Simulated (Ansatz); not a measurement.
Relaxed Ge (diamond):

```
CELL_PARAMETERS angstrom
      0.00000     2.88084     2.88084
      2.88084     0.00000     2.88084
      2.88084     2.88084     0.00000
ATOMIC_POSITIONS crystal
  Ge 0.50000 0.50000 0.50000
  Ge 0.75000 0.75000 0.75000
```

Calculation: PBE (plane waves to 420 eV, PAW, scalar-relativistic; Ansatz, a quantum-chemistry and plane-wave program). k mesh 11×11×11 (Γ-centred), Fermi-Dirac smearing 0.05 eV. With partly filled bands, energies and forces of such displacements shift with the k mesh and the smearing. Ge was relaxed with its symmetry unable to fall.

One atom of the cell was then moved (with its periodic images), all else fixed, and the forces (eV/Å) came out as:

| atom | Fx | Fy | Fz |
|---|---|---|---|
| Ge1 | -4.318 | -4.318 | -4.796 |
| Ge2 | 4.318 | 4.318 | 4.796 |

With two atoms only their relative shift counts; take Ge1 as fixed.

Which atom was moved, and by which vector (Å)?

Ge2, by (-0.42, -0.42, 0.00), 0.60 Å in all.

(A displaced cell: forces are minus the slopes of the energy, force constants its curvatures, and phonons follow from these.)
